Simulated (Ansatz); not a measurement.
C:
```
C
1.0
   -1.32285     2.76091     2.32248
    1.32285    -2.76091     2.32248
    1.32285     2.76091    -2.32248
C
6
Direct
  0.67014   0.32294   0.99309
  0.32986   0.67706   0.00691
  0.82986   0.82294   0.65280
  0.17014   0.17706   0.34720
  0.75000   0.75000   0.00000
  0.25000   0.25000   0.00000
```

Relaxed with PBEsol. Special points in fractions of this cell's reciprocal vectors: Γ (0.000, 0.000, 0.000); X (0.500, -0.500, 0.500); F0 (0.307, -0.307, 0.693); Σ0 (-0.307, 0.307, 0.307); Λ0 (0.427, 0.427, -0.427); G0 (0.573, -0.427, 0.427); R (0.000, 0.500, 0.000); W (0.250, 0.250, 0.250); S (0.500, 0.000, 0.000); T (0.000, 0.000, 0.500).

Question: List the band energies nearest the valence-band maximum at these points for the program Ansatz at the PBEsol level (PAW).

Answer: In eV from the valence-band maximum; about four levels below and three above (degenerate sets whole), none deeper than 8.9 eV; points with the same levels are listed once.

```
k                     below                above
--  -----------------------  -------------------
Γ   -4.32 -4.01 -2.67 -1.27       4.38 4.54 6.26
X    -2.96 -2.41 -1.61 0.00       2.72 4.29 4.51
F0  -4.45 -3.11 -2.97 -2.68       3.79 4.55 4.57
Λ0  -2.98 -2.33 -2.23 -0.16       2.79 4.40 4.75
R   -4.48 -4.48 -3.70 -3.70  3.25 3.25 5.09 5.09
W   -7.17 -7.17 -3.96 -3.96  5.17 5.17 6.64 6.64
S   -3.62 -3.62 -2.09 -2.09  3.53 3.53 6.51 6.51
T   -7.06 -4.14 -3.28 -3.06       3.94 4.24 5.59
```

Space group Ibam. The start of the workflow was typed in or built on a structure type; neither database checked (COD, Materials Project) lists it. It is not the phase usual at ambient conditions (space group No. 194, 227). The cell was relaxed with PBEsol under the symmetry of its start; its stability against distortions is not shown here. The volume moved by 18 % from the start of the relaxation.

Potentials: the later of the program's two PAW sets.
